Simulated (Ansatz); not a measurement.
Consider the following.

Be2Sn (fluorite or antifluorite type, Fm-3m), a = b = c = 5.8023 Å, α = β = γ = 90.00°; the cell used has 3 atoms.

This is the r²SCAN-relaxed structure.

All from r²SCAN (plane waves, PAW; program Ansatz), unless another level is named. Estimate the formation energy from the elements (no fitted shifts).

52 kJ/mol of atoms.

Next, the density of states at the Fermi level?

0.14 states/eV per atom (mean over ±0.08 eV).

The cell is a constructed one: a structure type filled with these elements; neither database checked (COD, Materials Project) lists it. Its standing as an ambient phase is unchecked. The r²SCAN relaxation kept the symmetry of its start; its stability against distortions is not shown here. The references are the lowest solids computed at this level, not always the standard phases. Scalar-relativistic: spin–orbit coupling is off unless named, which matters more the heavier the elements.

Potentials: the earlier of the program's two PAW sets. The files were generated under PBE; for other functionals the program regenerates the frozen cores, and for LDA and PBEsol the local potential too.
